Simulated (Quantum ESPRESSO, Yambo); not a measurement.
# G0W0 results for BP

```xyz
2
Lattice="0.0000 2.2661 2.2661 2.2661 0.0000 2.2661 2.2661 2.2661 0.0000" Properties=species:S:1:pos:R:3 pbc="T T T"
B      0.0000     0.0000     0.0000
P      3.3991     3.3991     3.3991
```

The geometry is that of Materials Project entry mp-1479, symmetrised and not relaxed again.

Starting point: norm-conserving PBE (Quantum ESPRESSO, 76 Ry, without SOC). G0W0 in Yambo: 6×6×6 Γ-centred k mesh, 84 bands and a 14 Ry block in the screening, 84 bands in G with the Bruneval-Gonze terminator, plasmon pole fitted at 27.2 eV.

```yaml
PBE gap along the band path: 1.24 eV
PBE gap between the mesh's edge points (Γ → X): 1.34 eV
G0W0 gap between the same points: 2.07 eV
PBE smallest direct gap on the mesh (at Γ): 3.41 eV
G0W0 direct gap at that point: 4.29 eV
estimate of the fundamental G0W0 gap (path gap plus the correction; the mesh misses a band edge): 1.97 eV
```

```tsv
k point	band	E PBE (eV)	E QP (eV)	shift (eV)	Z
Γ	VB	0.00	-0.67	-0.67	0.80
Γ	CB	3.41	3.63	0.21	0.80
L	VB	-1.76	-2.52	-0.76	0.79
L	CB	3.80	3.93	0.13	0.80
X	VB	-4.13	-4.98	-0.85	0.78
X	CB	1.34	1.40	0.06	0.81
```

Energies count from the PBE valence-band maximum.

Nearest settings tried, and what they do to the gap: 2 Ry block (15 vectors against 169): -351 meV. Not varied: bands in G, bands in W, mesh. So the settings aren't converged at that level.
